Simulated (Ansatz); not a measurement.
Single points with PBEsol in Ansatz 0.2.0, PAW, spin-restricted, at the geometries given.

Question: Which of them gave these results: no gap, pressure -6.8 GPa, largest force 0.00 eV/Å, largest positive Bader charge +0.00 e?
A.
TlGaSe2 (420 eV, 5×5×5 mesh on the cell that ran, as a rule the primitive one, cold 0.2825 eV)
Space group I4/mcm (No. 140). a = 8.025 Å, b = 8.025 Å, c = 6.395 Å, α = 90.00°, β = 90.00°, γ = 90.00°
| atom | site | symmetry | x | y | z |
| --- | --- | --- | --- | --- | --- |
| Tl | 4a | 422 | 0.0000 | 0.0000 | 0.2500 |
| Ga | 4b | -42m | 0.5000 | 0.0000 | 0.7500 |
| Se | 8h | m.2m | 0.6570 | 0.1570 | 0.5000 |
B.
Rb (420 eV, 9×9×9 mesh on the cell that ran, as a rule the primitive one, fermi-dirac 0.1 eV)
```cif
data_structure
_symmetry_space_group_name_H-M 'R-3m:H'
_symmetry_Int_Tables_number 166
_cell_length_a 4.9665
_cell_length_b 4.9665
_cell_length_c 12.9510
_cell_angle_alpha 90.000
_cell_angle_beta 90.000
_cell_angle_gamma 120.000
_cell_volume 276.65
loop_
_atom_site_label
_atom_site_type_symbol
_atom_site_symmetry_multiplicity
_atom_site_Wyckoff_symbol
_atom_site_fract_x
_atom_site_fract_y
_atom_site_fract_z
_atom_site_occupancy
Rb1 Rb 6 c 0.00000 0.00000 0.23391 1
```
C.
La (420 eV, 9×9×5 mesh on the cell that ran, as a rule the primitive one, fermi-dirac 0.1 eV)
Space group P6_3/mmc (No. 194). a = 4.394 Å, b = 4.394 Å, c = 7.187 Å, α = 90.00°, β = 90.00°, γ = 120.00°
```
atom  site  symmetry       x       y       z
  La    2c      -6m2  0.3333  0.6667  0.2500
```

Answer: C. The others gave TlGaSe2: gap 0.59 eV, 1.3 GPa; Rb: no gap, 5.3 GPa.

Origins: TlGaSe2, a database entry at a rescaled volume; Rb, a known structure type with other elements, at an estimated volume; La, a known structure type with other elements, at an estimated volume. Caveats for one or more cells: no spin-orbit coupling, which can shift this gap by tenths of an eV; wide smearing; the gap is not wide against the smearing; the mesh misses a band edge that the path finds; many states at the Fermi level without spin polarisation, so a magnetic state may lie lower.
